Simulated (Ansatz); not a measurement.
**How well does volume per atom foretell B₀?**

The table holds volume per atom and B₀ of 7 crystals, one entry left out.

Methods, by column (Ansatz, a plane-wave PAW program): B₀: r²SCAN, Birch–Murnaghan fit of energy against volume; volume per atom: r²SCAN, relaxed cell. The D4 dispersion term is added in values of the rows dhcp Rh.

Started from generated or typed cells, with no claim that the phase is known: P (simple cubic). Runs started from generated or typed cells of the structure named: fcc Au; hcp Y; MoSi2; fcc Ni. Not checked to be the ambient phase: YSe (rock salt). No claim is made that these are known or stable phases: dhcp Rh. Over 15 meV/atom above the lowest phase of their formula at hand: dhcp Rh (23 meV/atom, r²SCAN+D4). Known as high-pressure phases, here at zero pressure: P (simple cubic). Magnetic states: fcc Ni ferromagnetic, the lowest of the collinear orders tried. Functionals of the SCAN family are commonly reported to give itinerant 3d magnets too large moments and volumes. Spin–orbit coupling is left out unless named.

| crystal | V (Å³/atom) | B₀ (GPa) |
|---|---|---|
| fcc Au | 17.53 | 153 |
| YSe (rock salt) | 23.87 | 84.0 |
| dhcp Rh | 13.61 | 290 |
| hcp Y | 33.49 | 41.0 |
| P (simple cubic) | 14.41 | 122 |
| MoSi2 (I4/mmm) | 13.36 | … |
| fcc Ni | 10.52 | 216 |

Fit ln(B₀) = c + k × ln(volume per atom) by least squares to the 6 complete rows, with the units of the table, and predict the withheld value.

Logarithms (x, y): fcc Au (2.864, 5.030); YSe (rock salt) (3.173, 4.431); dhcp Rh (2.611, 5.670); hcp Y (3.511, 3.714); P (simple cubic) (2.668, 4.804); fcc Ni (2.353, 5.375). Means: x̄ = 2.863, ȳ = 4.837. Sums of products about the means: Sxx = 0.8776, Sxy = −1.331. Slope k = −1.331/0.8776 = −1.52; intercept c = 4.837 − (−1.52) × 2.863 = 9.189; r² = 0.82. For MoSi2, x = 2.592, so y = 9.189 + (−1.52) × 2.592 = 5.249 and B₀ = e^(5.249) = 190 GPa.

Against the calculation: The calculation gives 217 GPa, a factor of 1.14 above the estimate. The fitted rows scatter by a factor of 1.39 (standard error of the fit), so this miss is within the scatter, in the logarithm; the row farthest from the line is dhcp Rh. The usual reason for the trend: a modulus is an energy per volume, so compact lattices are stiff. The line is a summary of these rows, no law.

Where several phases of a formula are at hand, those over 0.1 eV/atom above the lowest were not drawn (by r²SCAN where it compared them, else by the largest value; a layered or molecular lowest phase counts only with a dispersion term); other phases could lie lower still. The rows are a sample with a lean to familiar crystals, kept because the fitted rows follow a line with r² over 0.75 in the expected sense, which many samples do not; the withheld row is never an end of the range. Limits of the draw: no layered crystals, B₀′ of 2 to 8; no unfamiliar magnets, and cubic perovskites only if shown or known to be stable. As a rule kept out of such tables: 4f compounds, open-shell compounds run without a Hubbard term, cells found unstable in the tests at hand, cells close to a higher symmetry, and runs set to a pressure or over 12 % in volume from the crystal's fullest run.
